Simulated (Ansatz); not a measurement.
**Question.** Re (dhcp (α-La type), P6_3/mmc) is relaxed with plane-wave PAW PBEsol (Ansatz code). What lattice parameters of the conventional cell result?

**Answer.** a = 2.751 Å, c = 8.875 Å.

The first step of the workflow began from a Materials Project structure, measured or hypothetical. Its sites differ from those of the usual phase in this space group: another stacking or structure type. Symmetry was held in the PBEsol relaxation; its stability against distortions is not shown here. No spin polarisation was allowed. Axis ratios of metals converge slowly with the k-mesh, so a and c are less sure than the volume. Scalar-relativistic: spin–orbit coupling is off unless named, which matters more the heavier the elements.

Potentials: the later of the program's two PAW sets.
